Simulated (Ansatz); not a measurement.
A relaxed structure of Ge$_{3}$N$_{4}$. Space group Fd-3m (No. 227). Level of theory: PBEsol (plane waves to 420 eV, PAW, scalar-relativistic; Ansatz, a first-principles code).

Space group Fd-3m, origin choice 1 (No. 227); a = b = c = 8.2312 Å, α = β = γ = 90.00°

```json
[
 {"atom": "Ge", "site": "16c", "symmetry": ".-3m", "x": "0.1250", "y": "0.1250", "z": "0.1250"},
 {"atom": "Ge", "site": "8b", "symmetry": "-43m", "x": "0.5000", "y": "0.5000", "z": "0.5000"},
 {"atom": "N", "site": "32e", "symmetry": ".3m", "x": "0.3669", "y": "0.3669", "z": "0.3669"}
]
```
(The calculation used a cell of 14 atoms; values per cell refer to that cell.)

- Volume per atom: 9.96 Å³
- Density: 6.53 g/cm³
- Band gap: 2.14 eV, direct (no spin-orbit coupling)
- Shortest distances: Ge–N 1.90 Å; N–N 2.72 Å; Ge–Ge 2.91 Å
- k-mesh: 6×6×6

Band energies at high-symmetry points (eV from the VBM; labels of this space group; no spin-orbit coupling), from −5 eV up to 7.1 eV:

| point | energies |
|---|---|
| Γ | -4.15 -4.15 -4.15 -2.54 -2.54 -2.54 -1.59 -1.59 -1.59 -0.45 -0.45 -0.45 -0.31 -0.31 0.00 0.00 0.00 2.14 2.14 2.14 2.23 2.80 5.25 6.19 6.19 6.19 |
| X | -4.45 -4.45 -4.40 -4.40 -3.80 -3.80 -3.59 -3.59 -1.85 -1.85 -1.80 -1.80 -0.97 -0.97 -0.16 -0.16 4.92 4.92 5.63 5.63 6.12 6.12 6.55 6.55 |
| U | -4.93 -4.48 -4.44 -4.32 -3.92 -3.15 -3.11 -3.06 -1.82 -1.81 -1.75 -1.51 -1.49 -1.15 -0.62 -0.04 4.92 5.01 5.64 5.74 5.83 5.93 6.01 6.76 |
| K | -4.93 -4.48 -4.44 -4.32 -3.92 -3.15 -3.11 -3.06 -1.82 -1.81 -1.75 -1.51 -1.49 -1.15 -0.62 -0.04 4.92 5.01 5.64 5.74 5.83 5.93 6.01 6.76 |
| L | -4.09 -4.09 -3.69 -3.25 -3.25 -2.46 -2.46 -2.18 -1.81 -1.81 -0.69 -0.69 -0.59 -0.09 -0.09 3.64 3.85 4.85 4.85 5.20 5.32 5.32 5.38 |
| W | -4.79 -4.79 -4.56 -4.56 -3.22 -3.22 -3.06 -3.06 -2.05 -2.05 -1.78 -1.78 -1.18 -1.18 -0.43 -0.43 5.30 5.30 5.83 5.83 5.86 5.86 6.16 6.16 |

No spin polarisation in the result.

The run could not lose the symmetry of its start.

The first start was generated by placing the elements on the sites of a structure type. Materials Project lists a structure of Ge3N4 in the same space group, Fd-3m (No. 227); the sites were not compared with it, nor with measured phases.
